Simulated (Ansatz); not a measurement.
**Cu4O, before and after**

Recipe of this trial structure of Cu4O: random cell by space group and Wyckoff sites (P6/mmm, No. 191). Lengths were set from tabulated atomic sizes, so they are only a guess.

POSCAR.start

```
Cu O
1.0
     4.89114    0.00000    0.00000
    -2.44557    4.23585    0.00000
     0.00000    0.00000    6.59258
Cu O
4 1
Direct
  0.00000 0.00000 0.00000
  0.50000 0.00000 0.00000
  0.00000 0.50000 0.00000
  0.50000 0.50000 0.00000
  0.00000 0.00000 0.50000
```

These are results of Ansatz, DFT PBE, scalar-relativistic, plane waves, PAW, not measurements. Cutoff 420 eV, Gaussian smearing, Γ-centred meshes. Cell and atoms relax first on a coarse mesh and then on a finer one. In between, the cell is made exact in the group found at 0.06 Å. In metals the finer mesh still leaves noise of several meV/atom or more. The steps can't lower the symmetry of their start. Collinear spin, starting moments Cu 1.0 (×4) μB; they died out on the coarse mesh, so the last step has no spin.

POSCAR.end

```
Cu O
1.0
     4.97633    0.00000    0.00000
    -2.48817    4.30963    0.00000
     0.00000    0.00000    3.56333
Cu O
4 1
Direct
  0.00000 0.00000 0.00000
  0.50000 0.00000 0.00000
  0.00000 0.50000 0.00000
  0.50000 0.50000 0.00000
  0.00000 0.00000 0.50000
```

The symmetry stays P6/mmm (No. 191). The volume per atom shrinks by 44.1 %, from 27.3 to 15.3 Å³. The shortest distance goes from 2.45 Å (Cu–Cu) to 1.78 Å (Cu–O). The ratio c/a of the conventional cell changes by a factor of 0.53. The energy falls by about 0.71 eV/atom (the start's value is from the coarse mesh).

For Cu4O, the volume per atom is 15.28 Å³ and the density is 5.87 g/cm³. The energy over the elements is +0.41 eV/atom and the gap on the 12×12×10 mesh of the 5-atom cell is 0 eV (a metal).

Formation energies are uncorrected and refer to the elements' standard structures at the same level (O₂ as a molecule). The separate elements lie lower, so it is unstable against them.

The last run used Gaussian smearing of 0.10 eV. No Hubbard U is applied to the 3d shell of Cu. Symmetry constrained the relaxation, so the result can be a saddle point. Another cell of Cu4O relaxed alike, in Pm-3m, lies 0.31 eV/atom lower, so this cell isn't the stable form at this level.
